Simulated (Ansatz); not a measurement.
MoS2 (2H-MoS2 type, space group P6_3/mmc)

```yaml
crystal:
  lattice:
    - [3.14944, 0.00000, 0.00000]
    - [-1.57472, 2.72750, 0.00000]
    - [0.00000, 0.00000, 12.09152]
  atoms:
    - { symbol: Mo, position: [0.33333, 0.66667, 0.25000] }
    - { symbol: Mo, position: [0.66667, 0.33333, 0.75000] }
    - { symbol: S, position: [0.33333, 0.66667, 0.62050] }
    - { symbol: S, position: [0.66667, 0.33333, 0.12050] }
    - { symbol: S, position: [0.66667, 0.33333, 0.37950] }
    - { symbol: S, position: [0.33333, 0.66667, 0.87950] }
```

In this cell atom 6 (S, nearest neighbour Mo at 2.400 Å; its periodic images, 3.1 Å or more away, move with it) is moved by u·(0.707, 0.707, 0.000) + v·(0.000, 0.000, 1.000); the rest is frozen.

Computed with PBE-D3(BJ) (plane waves to 420 eV, PAW, scalar-relativistic; Ansatz, a quantum-chemistry and plane-wave program). k mesh 10×10×3 (Γ-centred), Fermi-Dirac smearing 0.05 eV. Points where atoms come too close for the PAW data are left out (x in tables, blank in figures). As the smearing reaches across the gap at some points, energies and forces of such displacements shift with the k mesh and the smearing. Fu and Fv are the components of the force on the atom. MoS2 is run without spin polarisation. MoS2 was relaxed with its symmetry unable to fall. The PAW data are Ansatz's earlier set. The last digit holds for this mesh only.

Changes of Fv (eV/Å) from the point u = 0.000 Å, v = 0.000 Å when one coordinate moves alone (two changes are said to add if the coupling is within 5 % of the smaller one, nearly so within 20 %):

| point | change |
|---|---|
| u = 0.000 Å, v = -0.360 Å | 7.910 |
| u = 0.000 Å, v = -0.180 Å | 3.796 |
| u = -0.360 Å, v = 0.000 Å | 1.743 |
| u = -0.180 Å, v = 0.000 Å | 0.405 |
| u = 0.180 Å, v = 0.000 Å | 0.337 |
| u = 0.360 Å, v = 0.000 Å | 1.213 |
| u = 0.000 Å, v = 0.180 Å | -2.539 |
| u = 0.000 Å, v = 0.360 Å | -3.987 |

Problem. Do the two effects add at u = 0.180 Å, v = 0.360 Å? Give the computed change.

Solution. The sum of the single changes is 0.337 + (-3.987) = -3.650; the calculation gives -3.821, so the coupling contributes -0.171 (over 20 % of the smaller single change, not additive).

Problem. Do the two effects add at u = -0.180 Å, v = 0.180 Å? Give the computed change.

Solution. The sum of the single changes is 0.405 + (-2.539) = -2.134; the calculation gives -2.266, so the coupling contributes -0.132 (over 20 % of the smaller single change, not additive).

Problem. What is the change at u = 0.360 Å, v = -0.360 Å, where both move, and how far is it from the sum?

Solution. The sum of the single changes is 1.213 + (7.910) = 9.123; the calculation gives 10.232, so the coupling contributes 1.109 (over 20 % of the smaller single change, not additive).

(A displaced cell: forces are minus the slopes of the energy, force constants its curvatures, and phonons follow from these.)
